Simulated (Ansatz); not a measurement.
# Ga3As2P (P6_3mc)

Computed with DFT PBE, scalar-relativistic, plane waves, PAW in Ansatz 0.2.0.

Plane waves to 420 eV, a k mesh through Γ of 12×12×2 on the computed 12-atom cell and Gaussian smearing (0.02 eV); no spin polarisation.

The structure is relaxed at this level of theory with its symmetry kept, and needn't be the ground state of this composition.

```cif
data_structure
_symmetry_space_group_name_H-M 'P 1'
_symmetry_Int_Tables_number 1
_cell_length_a 3.9920
_cell_length_b 3.9920
_cell_length_c 19.7519
_cell_angle_alpha 90.000
_cell_angle_beta 90.000
_cell_angle_gamma 120.000
_cell_volume 272.59
loop_
_atom_site_label
_atom_site_type_symbol
_atom_site_fract_x
_atom_site_fract_y
_atom_site_fract_z
_atom_site_occupancy
Ga1 Ga 0.66667 0.33333 0.16671 1
Ga2 Ga 0.66667 0.33333 0.49672 1
Ga3 Ga 0.66667 0.33333 0.83668 1
Ga4 Ga 0.33333 0.66667 0.99672 1
Ga5 Ga 0.33333 0.66667 0.33668 1
Ga6 Ga 0.33333 0.66667 0.66671 1
P1 P 0.66667 0.33333 0.95812 1
P2 P 0.33333 0.66667 0.45812 1
As1 As 0.66667 0.33333 0.29273 1
As2 As 0.66667 0.33333 0.62304 1
As3 As 0.33333 0.66667 0.12304 1
As4 As 0.33333 0.66667 0.79273 1
```

(1) Formation energy from the elements' standard states (uncorrected)?

(2) Kohn–Sham band gap?

(3) Orbital (Löwdin) character of the top 1 eV of the valence band?

(4) Orbital (Löwdin) character of the lowest 1 eV of the conduction band?

Answers

(1) -0.359 eV/atom.

(2) 0.53 eV.

(3) As 4p 61 %, Ga 4p 20 %, P 3p 16 %.

(4) Ga 4p 30 %, Ga 4s 27 %, As 4p 10 %, P 3p 10 %, As 4s 9 %, P 3s 7 %, unprojected 7 %.

Another cell of Ga3As2P relaxed alike, in I-4m2, lies 13 meV/atom lower, so this cell isn't the stable form at this level.

The cell was found from a structure generator's guess, not taken from experiment. Kohn–Sham gaps at this level usually fall short of measured ones. Löwdin shares on free-atom orbitals overweight diffuse shells in the empty bands.
